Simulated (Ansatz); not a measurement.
Question: Name crystals whose computed values (the program Ansatz at the PBEsol level (PAW)) fall in these windows: HSE06 gap (eV) 5.5 to 7.4; ε0 9.2 to 12.

Answer: 

```json
[
 {"crystal": "GaBO3, R-3c (Ga on 6b, B on 6a, O on 18e)", "HSE06 gap (eV)": "6.20", "ε0": "10.6"},
 {"crystal": "MgO, rock salt", "HSE06 gap (eV)": "6.47", "ε0": "10.4"}
]
```
Others may fit too.

Standing as an ambient phase not checked: GaBO3, R-3c (Ga on 6b, B on 6a, O on 18e). All cells were relaxed under the symmetry of their starts (and spin orders); stability against distortions was not tested throughout. Spin–orbit coupling is left out wherever it is not named.

Potentials: the later of the program's two PAW sets.
